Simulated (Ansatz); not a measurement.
AuS in the rocksalt structure

Computed with Ansatz (plane waves, PAW, 420 eV cutoff): PBEsol, scalar-relativistic, no spin polarisation, 10×10×10 k-mesh, Gaussian smearing of 0.05 eV. The datasets are Ansatz's generated set soft_2.

```yaml
crystal:
  lattice:
    - [0.00000, 2.58861, 2.58861]
    - [2.58861, 0.00000, 2.58861]
    - [2.58861, 2.58861, 0.00000]
  atoms:
    - { symbol: Au, position: [0.50000, 0.50000, 0.50000] }
    - { symbol: S, position: [0.00000, 0.00000, 0.00000] }
```

This is a trial structure made by placing the elements on a prototype's sites, so it needn't be the stable form.

Which orbitals carry the states at the Fermi level, and how many states are there?

Within 0.1 eV of it: S 3p 59 %, Au 5d 32 % (shares among the projected shells). The density of states at the Fermi level is about 0.9 states/eV per cell, averaged over 0.3 eV.

Density of states (tetrahedra, averaged over 0.3 eV; states/eV per cell of 2 atoms; energy in eV from the Fermi level; projections on Löwdin-orthogonalised atomic orbitals, summed over sites):

```tsv
E	total	Au 5d	S 3p	Au 6s	S 3s
-7.60	0.5	0.1	0.2	0.1	0.0
-7.30	1.0	0.3	0.5	0.2	0.0
-7.00	1.5	0.4	0.8	0.2	0.0
-6.70	1.5	0.5	0.8	0.2	0.0
-6.40	0.9	0.3	0.5	0.1	0.0
-6.10	3.6	2.1	1.4	0.0	0.0
-5.80	4.9	2.7	2.1	0.0	0.0
-5.50	2.9	1.9	0.9	0.0	0.0
-5.20	1.8	1.3	0.4	0.0	0.0
-4.90	0.9	0.7	0.2	0.0	0.0
-4.60	0.6	0.5	0.1	0.0	0.0
-4.30	1.8	1.6	0.1	0.0	0.0
-4.00	3.4	3.0	0.3	0.0	0.0
-3.70	6.5	6.1	0.3	0.0	0.1
-3.40	1.5	1.4	0.1	0.0	0.0
-3.10	4.4	3.2	0.7	0.5	0.1
-2.80	2.1	1.2	0.5	0.2	0.1
-2.50	1.3	0.6	0.4	0.1	0.1
-2.20	1.1	0.5	0.5	0.1	0.0
-1.90	1.3	0.5	0.6	0.0	0.0
-1.60	1.6	0.5	0.9	0.0	0.0
-1.30	1.2	0.4	0.7	0.0	0.0
-1.00	1.1	0.4	0.6	0.0	0.0
-0.70	1.0	0.3	0.5	0.0	0.0
-0.40	0.9	0.3	0.5	0.0	0.0
-0.10	0.9	0.3	0.5	0.1	0.0
0.20	0.9	0.3	0.5	0.1	0.0
0.50	0.9	0.2	0.5	0.1	0.0
0.80	0.8	0.2	0.5	0.1	0.0
1.10	0.8	0.2	0.5	0.1	0.0
1.40	0.4	0.1	0.2	0.1	0.0
1.70	0.2	0.0	0.1	0.1	0.0
2.00	0.2	0.0	0.1	0.1	0.0
2.30	0.3	0.0	0.1	0.1	0.0
2.60	0.3	0.0	0.1	0.2	0.0
2.90	0.4	0.0	0.1	0.2	0.0
3.20	0.5	0.0	0.1	0.2	0.0
3.50	0.7	0.0	0.2	0.3	0.0
3.80	1.1	0.0	0.3	0.4	0.0
4.10	1.4	0.0	0.3	0.4	0.0
4.40	0.6	0.0	0.1	0.2	0.0
4.70	0.3	0.0	0.0	0.1	0.0
5.00	0.4	0.0	0.1	0.1	0.0
5.30	0.7	0.0	0.1	0.1	0.0
5.60	0.8	0.0	0.1	0.1	0.0
5.90	0.8	0.0	0.1	0.1	0.0
```

The calculation's cell holds 25 valence electrons, an odd number. Without magnetic order each band takes two, so one stays part-filled and the crystal must be a metal.

For elements this heavy, spin–orbit coupling would shift levels and gaps; it isn't included here. Spin polarisation wasn't tried.
